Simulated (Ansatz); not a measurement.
K2Sn2O3 in space group I2_13 (No. 199; K on 8a, Sn on 8a, O on 12b), PBEsol (plane waves, PAW; program Ansatz). The conduction-band minimum lies on the Γ–H line, 83 % of the way from Γ, with 6 equivalent valleys. Second derivatives d²E/dk² of the lowest band at one valley (eV·Å²), along Cartesian directions:

| direction | d²E/dk² |
|---|---|
| [100] | 18.05 |
| [010] | 15.66 |
| [001] | 4.114 |
| [110] | 16.94 |
| [101] | 11.09 |
| [011] | 9.899 |

Task: Find the principal effective masses, the density-of-states mass and the conductivity mass.

Result: Off-diagonal terms follow from H_xy = H[110] − (H_xx + H_yy)/2, and m*/mₑ = 7.620 eV·Å² over each eigenvalue: 0.42, 0.49, 1.9. One valley's DOS mass (m₁m₂m₃)^(1/3) = 0.72, conductivity mass 3/(Σ 1/mᵢ) = 0.60 mₑ.

Task: What effective density of states Nc follows at 300 K for parabolic valleys?

Result: Nc = 2.509e19 × 6 × (0.72)^(3/2) ≈ 9.2e19 cm⁻³.

The workflow started from a Materials Project entry (that database holds measured and hypothetical structures alike); the Crystallography Open Database copy checked does not list it. COD files the formula under space group No. 166. Whether it is the stable phase at ambient conditions was not checked. Symmetry was held in the PBEsol relaxation; whether a distortion lowers the energy is not shown. Spin–orbit coupling is left out wherever it is not named.

Potentials: the earlier of the program's two PAW sets. The files were generated under PBE; for other functionals the program regenerates the frozen cores, and for LDA and PBEsol the local potential too.

Edges and masses are those of Kohn–Sham bands, whose gap is no quasiparticle gap.
